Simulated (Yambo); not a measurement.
BSE-type run in Yambo on K₂LiRhF₆ (space group Fm-3m, No. 225), at zero momentum.

Quantum ESPRESSO step (PBEsol, PseudoDojo standard norm-conserving files, scalar-relativistic):
```
&CONTROL
  calculation = 'nscf'
  pseudo_dir = './pseudo'
  outdir = './out'
/
&SYSTEM
  ibrav = 0
  nat = 10
  ntyp = 4
  ecutwfc = 88.0
  ecutrho = 352.0
  occupations = 'fixed'
  force_symmorphic = .true.
  nbnd = 91
/
&ELECTRONS
  conv_thr = 1e-08
  diago_full_acc = .true.
  diago_thr_init = 1e-08
/
ATOMIC_SPECIES
Li 6.9400 Li.upf
F 18.9984 F.upf
K 39.0983 K.upf
Rh 102.9055 Rh.upf
CELL_PARAMETERS angstrom
  0.000000000000   4.005895000000   4.005895000000
  4.005895000000   0.000000000000   4.005895000000
  4.005895000000   4.005895000000   0.000000000000
ATOMIC_POSITIONS crystal
Li   0.500000000000   0.500000000000   0.500000000000
F   0.751990000000   0.248010000000   0.248010000000
F   0.248010000000   0.751990000000   0.751990000000
F   0.248010000000   0.751990000000   0.248010000000
F   0.751990000000   0.248010000000   0.751990000000
F   0.248010000000   0.248010000000   0.751990000000
F   0.751990000000   0.751990000000   0.248010000000
K   0.750000000000   0.750000000000   0.750000000000
K   0.250000000000   0.250000000000   0.250000000000
Rh   0.000000000000   0.000000000000   0.000000000000
K_POINTS automatic
4 4 4 0 0 0
```

Yambo input:
```
rim_cut
optics
bse
bss
dipoles
em1s
RandQpts= 1000000
RandGvec= 1 Ry
FFTGvecs= 40 Ry
Chimod= "HARTREE"
BSKmod= "SEX"
BSEmod= "resonant"
BSSmod= "hs"
BSENGexx= 15 Ry
BSENGBlk= 3 Ry
% BSEQptR
 1 | 1 |
%
% BSEBands
 21 | 45 |
%
% BEnRange
 0.0 | 9.2 | eV
%
% BDmRange
 0.15 | 0.15 | eV
%
BEnSteps= 184
% BLongDir
 1.0 | 0.0 | 0.0 |
%
BSHayTrs= -0.02
BSSNEig= 24
WRbsWF
% BndsRnXs
 6 | 87 |
%
NGsBlkXs= 3 Ry
% LongDrXs
 1.0 | 1.0 | 1.0 |
%
```

From the report:

The dimension is k points × valence × conduction bands = 64 × 20 × 5 = 6400.
```
  [SLEPC] Approach                          : Krylov-Schur
  [SLEPC] Number of requested eigenvalues   :  24
  [SLEPC] Number of eigenvalues        [NEV]:  24
   [K] Dimension                                    :   6400
   [K] Bands                                        :   21   45
   [K] Exchange res                                 : yes
   [K] Correlation res                              : yes
   [K] W interaction is bare                        : no
   [K] RL vectors exchange                          :   893
   [K] RL vectors correlation                       :   89
   [W] Matrix size                                  :   89
   [W] Bands                                        :    6   87
   [W] Coulomb Cutoff                               : none
   [W] Hxc Kernel                                   : HARTREE
```

Spin-orbit coupling is not included.

Geometry of the Materials Project entry, not relaxed at this level.

The structure is a Materials Project entry; no match was found in the copy of COD used, and its stability was not checked.
